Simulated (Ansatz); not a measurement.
VCo$_{4}$: what changed settings do

The reference input for Ansatz (plane-wave DFT with PAW):

```yaml
crystal:
  lattice:
    - [1.2593400447, 0.7270803138, 10.2793119809]
    - [-1.2593400447, 0.7270803138, 10.2793119809]
    - [0.0, -1.4541606276, 10.2793119809]
  atoms:
    - { symbol: V, position: [0.0, 0.0, 0.0], spin: -2.0 }
    - { symbol: Co, position: [0.401929, 0.401929, 0.401929], spin: 3.0 }
    - { symbol: Co, position: [0.800669, 0.800669, 0.800669], spin: 3.0 }
    - { symbol: Co, position: [0.199331, 0.199331, 0.199331], spin: 3.0 }
    - { symbol: Co, position: [0.598071, 0.598071, 0.598071], spin: 3.0 }
basis:
  ecutwfc: 420
kpoints:
  mp_grid: { grid: [6, 6, 6] }
hamiltonian:
  xc: pbe
scf:
  occupations: { method: gaussian, width: 0.1 }
  lower_state_search: "off"
output:
  forces: true
  stress: true
  eigenvalues: true
  populations: true
magnetization:
  spin_polarized: true
```

Command:

```bash
ansatz run input.yaml --threads 1 --pin off --max-ram 1331MiB --backend cpu --events-out ev --progress --plain --runs-dir out
```

The run converges in 24 SCF iterations on 32 irreducible k-points: pressure -1.05 GPa, largest force 0.070 eV/Å, no gap, cell moment 4.89 μB.

The inputs are trials, many of them unsound on purpose. Their numbers show the effect of the settings and aren't properties of the material. Each trial's input is given as a difference from the reference's; energies are extrapolated to zero smearing where there is one, and pressure is positive in compression.

Question: Trial 1:

```diff
 crystal:
   atoms:
-    - { symbol: V, position: [0.0, 0.0, 0.0], spin: -2.0 }
-    - { symbol: Co, position: [0.401929, 0.401929, 0.401929], spin: 3.0 }
-    - { symbol: Co, position: [0.800669, 0.800669, 0.800669], spin: 3.0 }
-    - { symbol: Co, position: [0.199331, 0.199331, 0.199331], spin: 3.0 }
-    - { symbol: Co, position: [0.598071, 0.598071, 0.598071], spin: 3.0 }
+    - { symbol: V, position: [0.0, 0.0, 0.0], spin: -0.37 }
+    - { symbol: Co, position: [0.401929, 0.401929, 0.401929], spin: 1.22 }
+    - { symbol: Co, position: [0.800669, 0.800669, 0.800669], spin: 1.84 }
+    - { symbol: Co, position: [0.199331, 0.199331, 0.199331], spin: 1.84 }
+    - { symbol: Co, position: [0.598071, 0.598071, 0.598071], spin: 1.22 }
-basis:
-  ecutwfc: 420
+basis: {}
 kpoints:
-  mp_grid: { grid: [6, 6, 6] }
+  mp_grid: { grid: [3, 3, 3] }
 hamiltonian:
-  xc: pbe
+  xc: blyp
```

How does this run end?

Answer: The run converges in 22 SCF iterations on 6 irreducible k-points: pressure 12.63 GPa, largest force 0.178 eV/Å, no gap, cell moment 6.43 μB. Forces of BLYP on these PAW sets can be off by 10 %.

Question: Trial 2:

```diff
 crystal:
   atoms:
-    - { symbol: V, position: [0.0, 0.0, 0.0], spin: -2.0 }
-    - { symbol: Co, position: [0.401929, 0.401929, 0.401929], spin: 3.0 }
-    - { symbol: Co, position: [0.800669, 0.800669, 0.800669], spin: 3.0 }
-    - { symbol: Co, position: [0.199331, 0.199331, 0.199331], spin: 3.0 }
-    - { symbol: Co, position: [0.598071, 0.598071, 0.598071], spin: 3.0 }
+    - { symbol: V, position: [0.0, 0.0, 0.0], spin: -0.37 }
+    - { symbol: Co, position: [0.401929, 0.401929, 0.401929], spin: 1.22 }
+    - { symbol: Co, position: [0.800669, 0.800669, 0.800669], spin: 1.84 }
+    - { symbol: Co, position: [0.199331, 0.199331, 0.199331], spin: 1.84 }
+    - { symbol: Co, position: [0.598071, 0.598071, 0.598071], spin: 1.22 }
 basis:
-  ecutwfc: 420
+  ecutwfc: "8 Ha"
+  ecutrho_ratio: 2
 kpoints:
-  mp_grid: { grid: [6, 6, 6] }
+  mp_grid: { kspacing: 0.67 }
 scf:
-  occupations: { method: gaussian, width: 0.1 }
+  occupations: { method: fermi_dirac, width: "0.005 Ry" }
+  max_iter: 72
```

How does this run end?

Answer: The run converges in 25 SCF iterations on 19 irreducible k-points: energy 10.55 eV per atom above the reference, pressure 34.06 GPa (unreliable at so low a cutoff), largest force 3.394 eV/Å (unreliable too), no gap, cell moment 6.58 μB. It warns that the cutoff lies under the recommended one, 420 eV for these potentials.